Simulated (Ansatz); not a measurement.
## What a trial cell of Ga₂P relaxes into

The calculation used DFT PBE, scalar-relativistic, plane waves, PAW in Ansatz 0.2.0. Cutoff 420 eV, Gaussian smearing, Γ-centred meshes. Cell and atoms relax first on a coarse mesh and then on a finer one. In between, the cell is made exact in the group found at 0.06 Å. In metals the finer mesh still leaves noise of several meV/atom or more. The steps can't lower the symmetry of their start. No spin polarisation.

A trial structure of Ga₂P was built thus: random cell by space group and Wyckoff sites (F-43m, No. 216). Lengths were set from tabulated atomic sizes, so they are only a guess.

```cif
data_structure
_symmetry_space_group_name_H-M 'P 1'
_symmetry_Int_Tables_number 1
_cell_length_a 4.5839
_cell_length_b 4.5839
_cell_length_c 4.5839
_cell_angle_alpha 60.000
_cell_angle_beta 60.000
_cell_angle_gamma 60.000
_cell_volume 68.11
loop_
_atom_site_label
_atom_site_type_symbol
_atom_site_fract_x
_atom_site_fract_y
_atom_site_fract_z
_atom_site_occupancy
Ga1 Ga 0.50000 0.50000 0.50000 1
Ga2 Ga 0.25000 0.25000 0.25000 1
P1 P 0.00000 0.00000 0.00000 1
```

Formation energies are uncorrected and refer to the elements' standard structures at the same level. The references include black phosphorus.

**Question.** Where does the relaxation end?

**Answer.** The symmetry stays F-43m (No. 216). The volume per atom shrinks by 10.1 %, from 22.7 to 20.4 Å³. The shortest distance goes from 2.81 Å (Ga–P and Ga–Ga) to 2.71 Å (Ga–P and Ga–Ga). The end is written in a standard setting, so origin, axes and order of atoms can differ from the start's. Conventional cell: a = 6.256 Å. Ga on its first site is surrounded by 4 Ga at 2.71 Å and 6 P at 3.13 Å; Ga on its second site is surrounded by 4 Ga at 2.71 Å and 4 P at 2.71 Å; around P lie 4 Ga at 2.71 Å and 6 Ga at 3.13 Å.

```yaml
crystal:
  lattice:
    - [0.00000, 3.12811, 3.12811]
    - [3.12811, 0.00000, 3.12811]
    - [3.12811, 3.12811, 0.00000]
  atoms:
    - { symbol: Ga, position: [0.50000, 0.50000, 0.50000] }
    - { symbol: Ga, position: [0.75000, 0.75000, 0.75000] }
    - { symbol: P, position: [0.00000, 0.00000, 0.00000] }
```

**Question.** How does it come out in energy, and is it a metal?

**Answer.**

| Item | Value |
| --- | --- |
| Formation energy | +0.23 eV/atom |
| Gap on the 12×12×12 mesh of the 3-atom cell | 0 eV (a metal) |

A positive value: parting into the elements would lower its energy.

The last run used Gaussian smearing of 0.10 eV. An odd number of electrons in the primitive cell allows no gap without spin; a larger cell or a magnetic state could open one. The cell is a metal run without spin; a magnetic state may lie lower. The reference form of P is held partly by dispersion forces, which this level lacks. A structure relaxed within its symmetry needn't be a true minimum. In all, the 4 runs took 45 s on 1 thread of Arm Neoverse V2, on a shared host. Another cell of Ga2P relaxed alike, in P-4m2, lies 193 meV/atom lower, so this cell isn't the stable form at this level.
